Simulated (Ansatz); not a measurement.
# A plane-wave run on Mg$_{3}$Au

The input, for Ansatz 0.2.0 (plane waves, PAW):

```yaml
crystal:
  lattice:
    - [4.480556, -0.06576, 0.013405]
    - [-2.297228, 4.13908, 0.006192]
    - [0.024442, 0.027148, 8.347651]
  atoms:
    - { symbol: Mg, position: [0.39476, 0.678779, 0.576378] }
    - { symbol: Mg, position: [0.675284, 0.340136, 0.092305] }
    - { symbol: Mg, position: [0.330687, 0.63413, 0.913867] }
    - { symbol: Mg, position: [0.625321, 0.328523, 0.414186] }
    - { symbol: Au, position: [0.001045, 0.995848, 0.246043] }
    - { symbol: Au, position: [0.026699, 0.993554, 0.781644] }
    - { symbol: Mg, position: [0.314657, 0.633853, 0.258604] }
    - { symbol: Mg, position: [0.630229, 0.258669, 0.757495] }
kpoints:
  mp_grid: { grid: [5, 5, 2], shift: [0.5, 0.0, 0.0] }
magnetization:
  spin_polarized: false
scf:
  occupations: { method: fermi_dirac }
  lower_state_search: "off"
  max_iter: 200
hamiltonian:
  pseudopotentials: { kind: paw }
  xc: mr2scan
basis:
  ecutwfc: 500
  fft_grid_basis: typed
output:
  forces: true
  stress: true
  eigenvalues: true
  bader: true
  populations: true
  elf: true
  write_potential: true
  volumetric_format: npy
  dos:
    e_range: [-12, 8]
    de: 0.05
    projected: { site_lists: { Au: [Au], Mg: [Mg] } }
checkpoint:
  read: saved_state
```

The run starts from an earlier solution of this cell. 

Output (shortened):

```
SCF iter   1: F=-37885.6762 eV  Δρ=1.08e-3  dr2=6.15e-4  dr2_τ=1.13e-3
SCF iter   2: F=-37885.6767 eV  Δρ=6.16e-4  dr2=2.65e-4  dr2_τ=6.42e-5
SCF iter   3: F=-37885.6768 eV  Δρ=1.03e-4  dr2=2.00e-5  dr2_τ=1.40e-6
SCF iter   4: F=-37885.6768 eV  Δρ=3.74e-5  dr2=1.85e-6  dr2_τ=2.13e-7
SCF iter   5: F=-37885.6768 eV  Δρ=8.77e-6  dr2=1.92e-7  dr2_τ=4.63e-9
SCF iter   6: F=-37885.6768 eV  Δρ=3.63e-6  dr2=3.73e-8  dr2_τ=1.59e-9
Free energy (F): -37885.6768 eV
Harris-Foulkes:  -37885.6768 eV  (|F-HF|=8.00e-9)
Internal energy: -37885.5898 eV  (E = F + TS)
E sigma→0 (E₀):  -37885.6333 eV
Entropy (-TS):   -0.0870 eV (-10.875 meV/atom)
Fermi energy:    9.6954 eV
--- Per-component energies (eV) ---
  E_band       = -2856.3468
  E_kinetic    = 1665.8671
  E_local      = -14260.7430  (includes V_loc(G=0)·N_el)
  E_nonlocal   = 720.4785
  E_hartree    = 5407.7834
  E_xc         = -601.9193
  E_vxc        = -857.2900  (∫ρ·V_xc dr)
  E_paw        = -21233.4752  (= ΣΔE_a)
  E_vpaw       = -999.9738  (= ΣTr[D̂ρ^β])
  E_aug_tail   = 0.0015  (compensation charges beyond the density's cutoff)
  E_vtau       = 59.7464  (kinetic-family band-sum trace: ∫τ·v_τ [+ j·A + Jᵃ·Aᵃ] dr)
  E_ewald      = -9583.0729
  E_core_change = -0.5099  (= ΣΔE_core)
  E_smearing   = -0.0870  (= −TS)
--- Forces (eV/Å), atoms counted from 1 ---
  atom   1  Mg    -0.4928     0.0294     0.9545
  atom   2  Mg    -0.0974    -0.5046    -0.2955
  atom   3  Mg     0.0036     0.0355     0.0944
  atom   4  Mg     0.8341    -0.5739     0.1540
  atom   5  Au    -0.1405    -0.2876    -0.0884
  atom   6  Au    -1.4100    -1.3264     0.1980
  atom   7  Mg    -0.3187     0.7738    -0.5221
  atom   8  Mg     1.6216     1.8538    -0.4951
--- Stress (GPa, compression-positive) ---
        7.6057       0.8626      -0.2436
        0.8626       1.9340       0.3790
       -0.2436       0.3790      13.1281
  P = ⅓ Tr σ = 7.5559 GPa (75.559 kbar)
--- Löwdin populations: 8 sites ---
  site symbol       q [e]
     0     Mg      9.3384
     1     Mg      9.3073
     2     Mg      9.3016
     3     Mg      9.3298
     4     Au     19.4501
     5     Au     19.4539
     6     Mg      9.2891
     7     Mg      9.2801
  spilling = 0.0332 (of n_electrons = 98.0000)
--- Bader charges: 8 sites ---
  site symbol  charge [e]  shift [e]
     0     Mg      0.5729     0.0000
     1     Mg      1.2192     0.0001
     2     Mg      1.3244     0.0000
     3     Mg      0.8838     0.0000
     4     Au     -3.2559     0.0005
     5     Au     -3.1656     0.0011
     6     Mg      1.2053     0.0005
     7     Mg      1.2157     0.0011
```

Absolute energies hang on the potentials; compare differences alone.

Origin: a strained cell with displaced atoms, so it need not be a known compound. Caveats: the k mesh is coarse if the cell is a metal; atoms or cell far from equilibrium; m-r2SCAN is r2SCAN with a changed spin dependence that lowers moments.
